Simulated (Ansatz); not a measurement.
The start is a generated cell, ZnAg placed in the AFLOW prototype AB_oP2_25_b_a (as in CdTe). Cell shape, volume and atoms are optimised at zero target pressure with PBEsol (plane waves to 420 eV, PAW, scalar-relativistic; Ansatz, an electronic-structure program). The first steps use a coarse 13×7×12 k-mesh.

Input geometry:
```
ZnAg
1.0
    2.50210     0.00000     0.00000
    0.00000     4.68153     0.00000
    0.00000     0.00000     2.69468
Zn Ag
1 1
Direct
  0.00000   0.50000   0.25000
  0.00000   0.00000   0.00000
```

Question: What pressure does the first self-consistent step give?

Answer: +12.8 GPa (positive: the cell is compressed).

Question: By how much does the energy per atom fall from start to end?

Answer: 0.22 eV/atom.

Question: How does the volume change?

Answer: +7.6 %, from 15.78 to 16.99 Å³/atom.

Question: How do the shortest distances between atoms change?

Answer: The closest pairs of elements (up to four, under 3.6 Å), start → end: Ag–Zn 2.44 → 2.65 Å; Zn–Zn 2.50 → 2.72 Å; Ag–Ag 2.50 → 2.72 Å.

Question: Is the relaxed structure metallic? Give its gap.

Answer: No gap (metallic).

Question: Give the final cell and atomic positions.

Answer: 
Space group Pmmm (No. 47); a = 2.716 Å, b = 2.753 Å, c = 4.543 Å, α = β = γ = 90.00°

| atom | site | symmetry | x | y | z |
|---|---|---|---|---|---|
| Zn | 1d | mmm | 0.5000 | 0.0000 | 0.5000 |
| Ag | 1a | mmm | 0.0000 | 0.0000 | 0.0000 |

Final values are on a 17×17×10 k-mesh of the relaxed cell. No spin polarisation in the result.

The run could not lose the symmetry of its start: the end is stationary, and may be a saddle point rather than a minimum.

The relaxed structure here is a generated cell of ZnAg: the first start was made by placing the elements on the sites of a structure type, and the end was not matched to a known phase here, so it may be hypothetical.
